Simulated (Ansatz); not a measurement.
The relaxed structure here is a generated cell of ZrSe2: the first start was made by placing the elements on the sites of a structure type, and the end was not matched to a known phase here, so it may be hypothetical. Known forms of ZrSe2 include space group No. 164.

The end point of a relaxation of ZrSe$_{2}$. Space group P4₂/mnm (No. 136), rutile type. Calculation: PBE (plane waves to 420 eV, PAW, scalar-relativistic; Ansatz, a first-principles code).

```cif
data_Se4Zr2
_chemical_formula_sum 'Zr2 Se4'
_space_group_name_H-M_alt 'P 1'
_space_group_IT_number 1
_cell_length_a 6.49790
_cell_length_b 6.49790
_cell_length_c 3.83120
_cell_angle_alpha 90.000
_cell_angle_beta 90.000
_cell_angle_gamma 90.000
loop_
_space_group_symop_operation_xyz
  'x, y, z'
loop_
_atom_site_label
_atom_site_type_symbol
_atom_site_fract_x
_atom_site_fract_y
_atom_site_fract_z
_atom_site_occupancy
Zr1 Zr 0.00000 0.00000 0.00000 1
Zr2 Zr 0.50000 0.50000 0.50000 1
Se1 Se 0.30064 0.30064 0.00000 1
Se2 Se 0.80064 0.19936 0.50000 1
Se3 Se 0.19936 0.80064 0.50000 1
Se4 Se 0.69936 0.69936 0.00000 1
```

For ZrSe2, the volume per atom is 26.96 Å³ and the band gap is no clear gap: the sampled points leave 0.09 eV away from the symmetry points, which may be a band crossing missed between them. The smallest direct gap comes out as 0.18 eV at 75 % of the way from M to Γ, the shortest distances is Se–Zr 2.65 Å and the k-mesh comes out as 7×7×12.

Band energies at high-symmetry points (eV from the VBM; labels of this space group; no spin-orbit coupling), from −5 eV up to 2.7 eV:

```csv
point,energies
Γ,-4.14 -3.85 -2.78 -2.78 -2.68 -2.68 -1.41 -0.26 -0.26 -0.18 -0.13 0.09 0.28 1.20 1.20 1.40 2.55
X,-4.38 -4.38 -2.85 -2.85 -2.75 -2.75 -2.75 -2.75 -1.08 -1.08 -0.70 -0.70 0.77 0.77 1.76 1.76 2.28 2.28
M,-4.67 -4.67 -2.81 -2.81 -2.52 -2.52 -2.11 -2.11 -1.13 -1.13 -0.81 -0.81 0.18 0.18 1.21 1.21
Z,-3.89 -3.89 -3.54 -3.54 -3.21 -3.21 -2.80 -2.80 -1.89 -1.89 -1.58 -1.58 1.66 1.66 2.22 2.22 2.36 2.36
R,-4.39 -4.39 -3.49 -3.49 -3.15 -3.15 -2.33 -2.33 -2.00 -2.00 -0.90 -0.90 0.49 0.49 2.25 2.25 2.63 2.63
A,-4.40 -4.40 -3.83 -3.83 -2.97 -2.97 -2.77 -2.77 -1.15 -1.15 -0.78 -0.78 1.26 1.26 1.62 1.62 2.28 2.28
```

No spin polarisation in the result.

The run could not lose the symmetry of its start: the end is stationary, and may be a saddle point rather than a minimum.
